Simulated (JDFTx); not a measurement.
```yaml
surface: Ta(100)
bulk: Ta, Im-3m, lattice of mp-50 (not re-optimised)
slab: 6 atoms in 6 planes, 1x1, 8.0 Å between the outermost planes
in-plane cell: 3.310 × 3.310 Å, 10.96 Å²
cell_height: 24.3 Å
sampling: 6×6×1 k mesh, Fermi smearing 0.01 Ha, no spin polarisation
```

Computed with a modified build of JDFTx: PBE, GBRV ultrasoft potentials, plane waves to 20/100 Ha. Liquid: CANDLE, water, 1 M KF; nuclei fixed. Potentials are counted from the potential of zero charge; σ repeats to about 1 %.

| U − U_pzc (V) | σ (μC/cm², per face) |
|---|---|
| 0.17 | 6.44 |
| 0.32 | withheld |
| 0.52 | 21.33 |
| 0.92 | 34.19 |

**Question.** Fit σ = C₀x + bx² (x = U − U_pzc) to the other rows by least squares, predict the withheld value, and compare with the run.

**Answer.** The fit gives C₀ (μF/cm²) = 43.7, b (μF/cm²/V) = -6.97, with a root-mean-square miss of 0.54 μC/cm² on its own rows. It predicts 13.3 μC/cm²; the run gives 13.2 μC/cm², a miss of 0.1 μC/cm².
